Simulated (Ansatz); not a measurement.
# Guessed and relaxed cells of K3AlO2

A trial structure of K3AlO2 was built thus: random cell by space group and Wyckoff sites (R-3m, No. 166). Lengths were set from tabulated atomic sizes, so they are only a guess.

POSCAR.start

```
K Al O
1.0
     3.29527    1.90253    3.66591
    -3.29527    1.90253    3.66591
     0.00000   -3.80505    3.66591
K Al O
3 1 2
Direct
  0.00000 0.00000 0.50000
  0.50000 0.00000 0.00000
  0.00000 0.50000 0.00000
  0.50000 0.50000 0.50000
  0.27567 0.27567 0.27567
  0.72433 0.72433 0.72433
```

The calculation used DFT PBE, scalar-relativistic, plane waves, PAW (Ansatz 0.2.0). Cutoff 420 eV, Gaussian smearing, Γ-centred meshes. Cell and atoms relax first on a coarse mesh and then on a finer one. In between, the cell is made exact in the group found at 0.06 Å. In metals the finer mesh still leaves noise of several meV/atom or more. The steps can't lower the symmetry of their start. No spin polarisation.

POSCAR.end

```
K Al O
1.0
     4.17515    2.41053    2.95349
    -4.17515    2.41053    2.95349
     0.00000   -4.82105    2.95349
K Al O
3 1 2
Direct
  0.00000 0.00000 0.50000
  0.50000 0.00000 0.00000
  0.00000 0.50000 0.00000
  0.50000 0.50000 0.50000
  0.30688 0.30688 0.30688
  0.69312 0.69312 0.69312
```

The symmetry stays R-3m (No. 166). The volume per atom grows by 29.3 %, from 23.0 to 29.7 Å³. The shortest distance goes from 2.25 Å (K–O) to 1.71 Å (Al–O). The ratio c/a of the conventional cell changes by a factor of 0.64. The energy falls by about 0.94 eV/atom (the start's value is from the coarse mesh).

* Volume per atom: 29.72 Å³
* Density: 1.64 g/cm³
* Formation energy: −1.14 eV/atom
* Gap on the 6×6×6 mesh of the 6-atom cell: 0 eV (a metal)

The zero of energy is the elements' standard structures at the same level (O₂ as a molecule); no fitted shifts are applied. It lies below the elements, which doesn't yet make it stable against other compounds or structures.

The last run used Gaussian smearing of 0.10 eV. A structure relaxed within its symmetry needn't be a true minimum. In all, the 4 runs took 5.2 min on 1 thread of AMD EPYC (Zen 3) (shared host).
